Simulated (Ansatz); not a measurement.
BN:
Space group P6₃/mmc (No. 194); a = 2.4832 Å, b = 2.4832 Å, c = 4.0041 Å, α = 90.00°, β = 90.00°, γ = 120.00°

| atom | site | symmetry | x | y | z |
|---|---|---|---|---|---|
| B | 2a | -3m. | 0.0000 | 0.0000 | 0.0000 |
| N | 2c | -6m2 | 0.3333 | 0.6667 | 0.2500 |

Relaxed with PBEsol.

Decompose the optical modes at the zone centre into irreducible representations, and say which are infrared and Raman allowed.

Point group 6/mmm: Γ_opt = A2u + B1g + B2u + E1u + E2g + E2u. Infrared: A2u, E1u. Raman: E2g.

Assign frequencies (DFPT, plane-wave PAW PBEsol (Ansatz code); without the LO–TO term).

A2u 736i, E2u 519i, E1u 138, E2g 599, B1g 887, B2u 1117 cm⁻¹.

Subscripts of B labels follow the axes of the standard setting.

Space group P6_3/mmc (NiAs type). The cell is a constructed one: a structure type filled with these elements. Its sites differ from those of the usual phase in this space group: another stacking or structure type. The PBEsol relaxation kept the symmetry of its start. At this level the phase is dynamically unstable (imaginary phonons). Its formation energy is positive at this level, so the cell may be metastable or incomplete.

Potentials: the later of the program's two PAW sets.
